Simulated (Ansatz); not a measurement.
## CaCd2As2 squeezed and stretched

A database entry relaxed whole under r2SCAN (P-3m1):

```
Ca Cd As
1.0
     4.40774    0.00000    0.00000
    -2.20387    3.81722    0.00000
     0.00000    0.00000    7.19434
Ca Cd As
1 2 2
Cartesian
  0.0000 0.0000 0.0000
  0.0000 2.5448 4.5605
  2.2039 1.2724 2.6338
  0.0000 2.5448 1.7074
  2.2039 1.2724 5.4869
```

The cell was scaled uniformly, its shape held, and the atoms relaxed at each volume with plane-wave PAW DFT (Ansatz 0.2.0; r2SCAN, 500 eV, 6×6×4 Γ-centred mesh, fermi-dirac occupations of width 0.020 eV; no spin, no spin-orbit coupling). One row is withheld.

```
volume (Å³/atom)  energy over the lowest (meV/atom)  pressure (GPa)  gap over mesh and path (eV)
          22.757                               17.1            3.98                        0.940
          23.241                                7.3            2.52                        0.883
          23.725                                1.8            1.19                        0.824
          24.209                                0.0            0.01                        0.764
          24.694                                1.6           -1.06                        0.703
          25.178                                  ?               ?                            ?
          25.662                               13.7           -2.88                        0.584
```

Question: Fit the pressures of the other rows to the third-order Birch-Murnaghan form.

Answer: With f = [(V₀/V)^(2/3) − 1]/2 and P = 3B₀f(1 + 2f)^(5/2)[1 + 3(B₀′ − 4)f/2], least squares gives V₀ = 24.21 Å³ an atom, B₀ = 56.1 GPa and B₀′ = 4.3; the rows miss the fit by less than 0.01 GPa. The slope of the energies differs from these pressures by less than 0.05 GPa.

Question: How does the gap move with volume?

Answer: A parabola in ln(V/V₀) through the other rows has the slope dE_g/d ln V = -3.0 eV at V₀, so by B₀ the gap moves by +53 meV a GPa at this fixed shape: it widens under pressure.

Question: What does the withheld row hold?

Answer: The fit gives -2.02 GPa at 25.178 Å³; the run gave -2.02 GPa and 6.3 meV an atom. Its gap is 0.643 eV, against 0.644 eV from the parabola.

Caveats: the shape of the cell was held, so B₀ is an upper bound where the axes differ in stiffness; 0 K, fixed nuclei; the symmetry was kept, and this need not be the phase that is stable at 0 K; one mesh for all volumes; r2SCAN gaps lie as a rule under measured ones; the slope of the gap can be off by tens of per cent, more where shallow d levels or spin-orbit coupling act on the edges; no spin-orbit coupling, which narrows gaps of heavier elements; pressure is positive in compression.
